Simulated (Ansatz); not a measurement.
Values for one crystal, relaxed and computed with plane-wave PAW PBE (Ansatz code); other levels are named.

```yaml
volume_per_atom: 19.74 Å³
electronic_character: metallic (no gap)
Density of states at the Fermi level: 1.0 states/eV per atom (mean over ±0.08 eV)
Formation energy from the elements (no fitted shifts): 224 meV/atom
```

**Question.** Which compound is it?
A) MoPt, CsCl type
B) MoRu, rock salt
C) MoPd, rock salt
D) ZrMo, Cmcm (Zr on 4c, Mo on 4c)

**Answer.** D, ZrMo, Cmcm (Zr on 4c, Mo on 4c)

The start of the workflow was typed in or built on a structure type; neither database checked (COD, Materials Project) lists it. Whether it is the stable phase at ambient conditions was not checked. The PBE relaxation kept the symmetry of its start; whether a distortion lowers the energy is not shown. No spin polarisation was allowed. Its formation energy is positive at this level, so the cell may be metastable or incomplete. The references are the lowest solids computed at this level, not always the standard phases. Scalar-relativistic: spin–orbit coupling is off unless named, which matters more the heavier the elements.

Potentials: the later of the program's two PAW sets.
